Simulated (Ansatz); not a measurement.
Pt₃Pb (Cu3Au type, Pm-3m), DFT-r²SCAN in the program Ansatz with PAW potentials, all energies at zero smearing, with the estimated change up to a 700 eV cutoff added, with one set of potentials and settings (totals compare only within such a set). Cell of 4 atoms (3 Pt, 1 Pb): -49531.697 eV.

```csv
element,reference phase,E (eV/atom)
Pt,"Fm-3m, 1 atoms in the cell",-12536.7848
Pb,"Fm-3m, 1 atoms in the cell",-11920.8594
```

Formation energy per atom, worked out: (-49531.697 − 3×(-12536.7848) − 1×(-11920.8594))/4 = -0.121 eV/atom (-12 kJ per mol of atoms), at 0 K, without zero-point energy or fitted corrections.

The workflow started from an entry of the Crystallography Open Database (COD). Its standing as an ambient phase is unchecked. Symmetry was held in the r²SCAN relaxation; its stability against distortions is not shown here. No spin polarisation was allowed. The references are the lowest solids computed at this level, not always the standard phases. Spin–orbit coupling is left out wherever it is not named.

Potentials: the later of the program's two PAW sets.
